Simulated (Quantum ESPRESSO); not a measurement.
## GeSi3O8 (input and log of a self-consistent run)

Computed values, not a measurement. The program is pw.x of Quantum ESPRESSO 7.5 (plane-wave density functional theory). The cell is made up: 12 atoms on a fluorite lattice, with randomly drawn elements, strain and displacements, not relaxed. PseudoDojo standard norm-conserving files (v0.5 for PBE, v0.4.1 for LDA and PBEsol) set the functional; there is no spin polarisation, spin-orbit coupling or dispersion term, and the masses in the input are unused placeholders.

Input:

```
&control calculation='scf', pseudo_dir='./dojo.nc.sr.pbe.v0_5.standard.upf', outdir='./o', disk_io='medium', tprnfor=.true., tstress=.true. /
&system ibrav=0, nat=12, ntyp=3, nbnd=47, ecutwfc=84.00895049, nosym=.true., tot_charge=0,
 occupations='smearing', smearing='fd', degauss=0.0073498644
/
&electrons conv_thr=7.350e-09, electron_maxstep=60, /
ATOMIC_SPECIES
Ge 1.0 Ge.upf
O 1.0 O.upf
Si 1.0 Si.upf
CELL_PARAMETERS angstrom
4.7409 -0.0494 -0.0068
-0.0494 4.8033 0.0417
-0.0068 0.0417 4.6928
ATOMIC_POSITIONS angstrom
Ge 0.0163 0.024 -0.047
Si -0.0711 2.4177 2.3002
Si 2.3935 -0.0185 2.3377
Si 2.3081 2.3631 0.043
O 1.2063 1.1999 1.2096
O 1.1623 1.2309 3.5302
O 1.1226 3.5838 1.1676
O 1.1565 3.6199 3.5574
O 3.5367 1.1952 1.1567
O 3.531 1.2005 3.5308
O 3.4987 3.5767 1.1844
O 3.4864 3.6374 3.535
K_POINTS automatic
7 7 7 1 1 1
```

The log is shortened where brackets say so; the opening notice, blank lines, dates and the lines on written files are dropped, and the path of the files is cut. It prints rydbergs, bohrs and kilobars, and counts compression as positive stress.

```
     Program PWSCF v.7.5
     Parallel version (MPI & OpenMP), running on       1 processor cores
     Number of MPI processes:                 1
     Threads/MPI process:                     1
     [start-up lines left out]
     bravais-lattice index     =            0
     lattice parameter (alat)  =       8.9595  a.u.
     unit-cell volume          =     721.0217 (a.u.)^3
     number of atoms/cell      =           12
     number of atomic types    =            3
     number of electrons       =        74.00
     number of Kohn-Sham states=           47
     kinetic-energy cutoff     =      84.0090  Ry
     charge density cutoff     =     336.0358  Ry
     scf convergence threshold =      7.3E-09
     mixing beta               =       0.7000
     number of iterations used =            8  plain     mixing
     Exchange-correlation= PBE
                           (   1   4   3   4   0   0   0)
     [axes and pseudopotential details left out]
   Cartesian axes
     site n.     atom                  positions (alat units)
         1        Ge     tau(   1) = (   0.0034380   0.0050620  -0.0099132  )
         2        Si     tau(   2) = (  -0.0149963   0.5099383   0.4851553  )
         3        Si     tau(   3) = (   0.5048340  -0.0039020   0.4930648  )
         4        Si     tau(   4) = (   0.4868216   0.4984221   0.0090695  )
         5        O      tau(   5) = (   0.2544313   0.2530814   0.2551273  )
         6        O      tau(   6) = (   0.2451509   0.2596199   0.7445854  )
         7        O      tau(   7) = (   0.2367774   0.7558906   0.2462687  )
         8        O      tau(   8) = (   0.2439275   0.7635048   0.7503224  )
         9        O      tau(   9) = (   0.7459563   0.2520901   0.2439697  )
        10        O      tau(  10) = (   0.7447541   0.2532080   0.7447119  )
        11        O      tau(  11) = (   0.7379414   0.7543931   0.2498122  )
        12        O      tau(  12) = (   0.7353471   0.7671959   0.7455978  )
     number of k points=   172  Fermi-Dirac smearing, width (Ry)=  0.0073
     Number of k-points >= 100: set verbosity='high' to print them.
     Dense  grid:    75049 G-vectors     FFT dimensions: (  54,  54,  54)
     Estimated max dynamical RAM per process >     110.34 MB
     Initial potential from superposition of free atoms
     starting charge      73.9973, renormalised to      74.0000
     Starting wfcs are   53 randomized atomic wfcs
     total cpu time spent up to now is       52.4 secs
     per-process dynamical memory:    71.4 Mb
     Self-consistent Calculation
     iteration #  1     ecut=    84.01 Ry     beta= 0.70
     Davidson diagonalization with overlap
     ethr =  1.00E-02,  avg # of iterations =  2.8
     total cpu time spent up to now is      158.6 secs
     total energy              =    -467.32094918 Ry
     estimated scf accuracy    <       2.71119273 Ry
     iteration #  2     ecut=    84.01 Ry     beta= 0.70
     Davidson diagonalization with overlap
     ethr =  3.66E-03,  avg # of iterations =  2.0
     total cpu time spent up to now is      287.0 secs
     total energy              =    -468.09247927 Ry
     estimated scf accuracy    <       2.28726580 Ry
     iteration #  3     ecut=    84.01 Ry     beta= 0.70
     Davidson diagonalization with overlap
     ethr =  3.09E-03,  avg # of iterations =  2.0
     total cpu time spent up to now is      382.2 secs
     total energy              =    -468.50129356 Ry
     estimated scf accuracy    <       0.01847318 Ry
     iteration #  4     ecut=    84.01 Ry     beta= 0.70
     Davidson diagonalization with overlap
     ethr =  2.50E-05,  avg # of iterations =  7.9
     total cpu time spent up to now is      510.7 secs
     total energy              =    -468.50928124 Ry
     estimated scf accuracy    <       0.02430044 Ry
     iteration #  5     ecut=    84.01 Ry     beta= 0.70
     Davidson diagonalization with overlap
     ethr =  2.50E-05,  avg # of iterations =  2.1
     total cpu time spent up to now is      599.6 secs
     total energy              =    -468.51218852 Ry
     estimated scf accuracy    <       0.00261479 Ry
     [iterations 6 to 8 left out]
     iteration #  9     ecut=    84.01 Ry     beta= 0.70
     Davidson diagonalization with overlap
     ethr =  1.35E-08,  avg # of iterations =  3.3
     total cpu time spent up to now is      991.8 secs
     total energy              =    -468.51225961 Ry
     estimated scf accuracy    <       0.00000512 Ry
     iteration # 10     ecut=    84.01 Ry     beta= 0.70
     Davidson diagonalization with overlap
     ethr =  6.92E-09,  avg # of iterations =  1.2
     total cpu time spent up to now is     1077.9 secs
     total energy              =    -468.51225906 Ry
     estimated scf accuracy    <       0.00000198 Ry
     iteration # 11     ecut=    84.01 Ry     beta= 0.70
     Davidson diagonalization with overlap
     ethr =  2.68E-09,  avg # of iterations =  2.0
     total cpu time spent up to now is     1189.5 secs
     total energy              =    -468.51225936 Ry
     estimated scf accuracy    <       0.00000004 Ry
     iteration # 12     ecut=    84.01 Ry     beta= 0.70
     Davidson diagonalization with overlap
     ethr =  5.34E-11,  avg # of iterations =  3.0
     total cpu time spent up to now is     1340.2 secs
     total energy              =    -468.51225938 Ry
     estimated scf accuracy    <       0.00000003 Ry
     iteration # 13     ecut=    84.01 Ry     beta= 0.70
     Davidson diagonalization with overlap
     ethr =  4.13E-11,  avg # of iterations =  2.0
     total cpu time spent up to now is     1453.8 secs
     End of self-consistent calculation
     Number of k-points >= 100: set verbosity='high' to print the bands.
     the Fermi energy is    10.8950 ev
!    total energy              =    -468.51225938 Ry
     estimated scf accuracy    <          3.1E-09 Ry
     smearing contrib. (-TS)   =      -0.00020512 Ry
     internal energy E=F+TS    =    -468.51205427 Ry
     The total energy is F=E-TS. E is the sum of the following terms:
     one-electron contribution =    -125.10160605 Ry
     hartree contribution      =     120.30491274 Ry
     xc contribution           =    -120.27317859 Ry
     ewald contribution        =    -343.44218235 Ry
     convergence has been achieved in  13 iterations
     Forces acting on atoms (cartesian axes, Ry/au):
     atom    1 type  1   force =    -0.00134309   -0.01548354   -0.00503898
     atom    2 type  3   force =     0.00559478    0.00752237    0.01200969
     atom    3 type  3   force =    -0.00143197   -0.00746075    0.01798165
     atom    4 type  3   force =    -0.00490202    0.01162959   -0.01238689
     atom    5 type  2   force =     0.01479718    0.00942377    0.00925408
     atom    6 type  2   force =     0.01275831    0.01983220    0.00079799
     atom    7 type  2   force =     0.00605289   -0.02423640    0.03665572
     atom    8 type  2   force =     0.01232021   -0.01324415   -0.04568523
     atom    9 type  2   force =     0.00467474    0.01862001    0.03333518
     atom   10 type  2   force =    -0.01836280    0.03428119   -0.04609151
     atom   11 type  2   force =    -0.02471083   -0.01920571    0.02769364
     atom   12 type  2   force =    -0.00544739   -0.02167857   -0.02852532
     Total force =     0.121249     Total SCF correction =     0.000100
     Computing stress (Cartesian axis) and pressure
          total   stress  (Ry/bohr**3)                   (kbar)     P=     -137.27
  -0.00085963  -0.00008557  -0.00006195         -126.46      -12.59       -9.11
  -0.00008557  -0.00158502   0.00014670          -12.59     -233.16       21.58
  -0.00006195   0.00014670  -0.00035476           -9.11       21.58      -52.19
     init_run     :     48.64s CPU     52.28s WALL (       1 calls)
     electrons    :   1389.87s CPU   1401.49s WALL (       1 calls)
     forces       :     21.02s CPU     21.22s WALL (       1 calls)
     stress       :     68.12s CPU     68.38s WALL (       1 calls)
     [timing details left out]
     PWSCF        :  25m28.89s CPU  25m46.66s WALL
     JOB DONE.
```

In other units: free energy -6374.434 eV for the cell, pressure -13.73 GPa, largest force component 1.185 eV/Å. A rerun of this cell at 1437 eV and a 9 x 9 x 9 mesh moved values by no more than 0.003 eV in energy, 0.09 GPa in stress and 0.002 eV/Å in force.